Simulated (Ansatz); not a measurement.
**Data sheet: Te₂Pt (DFT)**

Te₂Pt:
```yaml
crystal:
  lattice:
    - [1.96649, 1.13535, 5.71558]
    - [-1.96649, 1.13535, 5.71558]
    - [0.00000, -2.27071, 5.71558]
  atoms:
    - { symbol: Pt, position: [0.00000, 0.00000, 0.00000] }
    - { symbol: Te, position: [0.25206, 0.25206, 0.25206] }
    - { symbol: Te, position: [0.74794, 0.74794, 0.74794] }
```

Space group R-3m (No. 166); conventional cell a = b = 3.933 Å, c = 17.147 Å, α = β = 90.00°, γ = 120.00°.

Method: DFT-LDA in the program Ansatz with PAW potentials. Structure relaxed to zero pressure with the same functional. Other levels are named where they apply.

Cell and energy:

```json
{
  "volume_per_atom": "25.52 Å³",
  "density": "9.77 g/cm³",
  "Formation energy from the elements (no fitted shifts)": "-0.36 eV/atom"
}
```

Electronic structure:

```json
{
 "electronic_character": "metallic (no gap)",
 "Density of states at the Fermi level": "0.29 states/eV per atom (mean over ±0.08 eV)"
}
```

Mechanics:

```json
{
 "Bulk modulus (Birch–Murnaghan fit)": "37.5 GPa",
 "Pressure derivative B′": "9.7"
}
```

Phonons:

```json
{
 "highest_zone_centre_frequency": "180 cm^-1",
 "zone_centre_stability": "no imaginary mode at Γ"
}
```

A made-up cell: these elements were put on the sites of a structure type; neither database checked (COD, Materials Project) lists it. COD files the formula under space group No. 164. Whether it is the stable phase at ambient conditions was not checked. The LDA relaxation kept the symmetry of its start. The run is not spin-polarised. A crystal of weakly bound layers computed without a dispersion correction: the cell and the soft elastic constants depend strongly on that. As this level gives no gap, phonon frequencies hold no LO–TO term and depend on the k-mesh and smearing (Fermi–Dirac, 0.1 eV here). The references are the lowest solids computed at this level, not always the standard phases. Spin–orbit coupling is left out wherever it is not named.

Potentials: the later of the program's two PAW sets.
